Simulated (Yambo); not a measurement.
**Optical response of BeTe at -1 % isotropic strain**

```
BeTe
1.0
    0.00000     2.77535     2.77535
    2.77535     0.00000     2.77535
    2.77535     2.77535     0.00000
Be Te
1 1
Direct
  0.00000   0.00000   0.00000
  0.25000   0.25000   0.25000
```

Yambo, RPA with local fields on PBE bands; 12×12×12 mesh, 37 bands, 4 Ry local-field block, 0.2 eV broadening; field along x.

```csv
E (eV),Im ε,Re ε,"Im ε, independent particles"
0.0,0.00,6.98,0.00
0.5,0.04,7.03,0.05
1.0,0.09,7.18,0.11
1.5,0.14,7.46,0.18
2.0,0.23,7.91,0.29
2.5,0.36,8.62,0.47
3.0,0.65,9.79,0.85
3.5,1.68,12.0,2.28
4.0,5.57,13.4,7.64
4.5,9.43,13.5,13.5
5.0,17.6,10.1,23.8
5.5,14.5,3.18,18.2
6.0,13.4,-4.11,13.4
6.5,8.17,-4.98,7.96
7.0,5.13,-2.94,5.56
7.5,6.38,-2.77,6.25
8.0,4.70,-3.50,4.10
8.5,2.65,-3.01,2.40
9.0,2.25,-1.72,2.34
9.5,2.44,-1.77,2.24
10.0,2.16,-1.69,1.94
10.5,1.51,-1.49,1.38
11.0,1.55,-1.22,1.43
11.5,1.12,-1.11,1.00
12.0,1.05,-0.89,0.97
12.5,0.96,-0.69,0.89
13.0,0.89,-0.70,0.78
13.5,0.62,-0.55,0.58
14.0,0.64,-0.35,0.63
14.5,0.62,-0.30,0.59
15.0,0.56,-0.29,0.49
15.5,0.44,-0.17,0.41
16.0,0.46,-0.07,0.43
16.5,0.43,-0.11,0.34
17.0,0.31,-0.01,0.26
17.5,0.32,0.06,0.26
18.0,0.24,0.11,0.20
18.5,0.23,0.17,0.20
19.0,0.17,0.24,0.17
19.5,0.18,0.31,0.19
20.0,0.18,0.35,0.18
```

Structure narrower than a few tenths of an eV can come from the finite k mesh. Convergence of the RPA response with its 12×12×12 mesh was not tested. No excitonic effects at this level.

Spin-orbit coupling is left out, which matters for elements this heavy: edges can move by tenths of an eV.

Geometry strained from the cell relaxed with PBEsol, atoms relaxed again.

The potentials are those of PseudoDojo's stringent table.
